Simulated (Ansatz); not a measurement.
ReSe$_{2}$ in space group R3m (No. 160; Re on 3a, Se on 3a, Se on 3a), plane-wave PAW PBE+D3(BJ) (Ansatz code), all energies at zero smearing, with the estimated change up to a 700 eV cutoff added, with one set of potentials and settings (totals compare only within such a set). Cell of 3 atoms (1 Re, 2 Se): -21809.071 eV.

```tsv
element	reference phase	E (eV/atom)
Re	P6_3/mmc, 4 atoms in the cell	-10869.9542
Se	P3_121, 3 atoms in the cell	-5469.4170
```

Formation energy per atom, worked out: (-21809.071 − 1×(-10869.9542) − 2×(-5469.4170))/3 = -0.094 eV/atom (-9 kJ per mol of atoms), at 0 K, without zero-point energy or fitted corrections.

A made-up cell: these elements were put on the sites of a structure type; neither database checked (COD, Materials Project) lists it. COD files the formula under space group No. 2. Whether it is the stable phase at ambient conditions was not checked. The cell was relaxed with PBE+D3(BJ) under the symmetry of its start; whether a distortion lowers the energy is not shown. No spin polarisation was allowed. The references are the lowest solids computed at this level, not always the standard phases. Spin–orbit coupling is left out wherever it is not named.

Potentials: the earlier of the program's two PAW sets.
